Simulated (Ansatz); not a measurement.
One crystal and one scan (energy over volume and axial ratio) at two levels, r2SCAN (plane waves to 500 eV, PAW, scalar-relativistic; Ansatz, an electronic-structure program) and PBE (plane waves to 420 eV, PAW, scalar-relativistic; Ansatz), each from its own relaxed cell and on its own mesh. The cell shown is that of r2SCAN.

PbS (rock salt)

```
CELL_PARAMETERS angstrom
      0.00000     2.98725     2.98725
      2.98725     0.00000     2.98725
      2.98725     2.98725     0.00000
ATOMIC_POSITIONS crystal
  S  0.00000 0.00000 0.00000
  Pb 0.50000 0.50000 0.50000
```

The relaxed cell is deformed in two ways at once: its volume V is scaled, and at that volume it is stretched along z (the c axis of the conventional cell) so that c/a changes. Fractional atomic positions are held.

E stands for the smeared free energy. PbS was relaxed with its symmetry unable to fall. Spin-orbit coupling is left out, though Pb is heavy. Percentages come from the unrounded values. Both scans cover V/V₀ from 0.960 to 1.040 and (c/a)/(c/a)₀ from 0.960 to 1.040.

Results of r2SCAN:

| Item | Result |
|---|---|
| Lattice constant a (Å) | 5.974 |
| Band gap of the relaxed cell, no spin-orbit coupling (eV) | 0.69 |
| Shear modulus C′ = (C11 − C12)/2 (fit, atoms clamped) (GPa) | 60 |

Question: Estimate the PBE values.

Answer: 
| quantity | PBE | r2SCAN − PBE |
|---|---|---|
| Lattice constant a (Å) | 6.009 | -0.035 (-0.6 %) |
| Band gap of the relaxed cell, no spin-orbit coupling (eV) | 0.49 | +0.20 (+41 %) |
| Shear modulus C′ = (C11 − C12)/2 (fit, atoms clamped) (GPa) | 54 | +6 (+12 %) |

r2SCAN gives the higher value for: band gap of the relaxed cell, no spin-orbit coupling; shear modulus C′. r2SCAN gives the lower value for: lattice constant a.

(A scan under strain: stresses follow from slopes of the energy per volume, elastic moduli from its curvatures.)
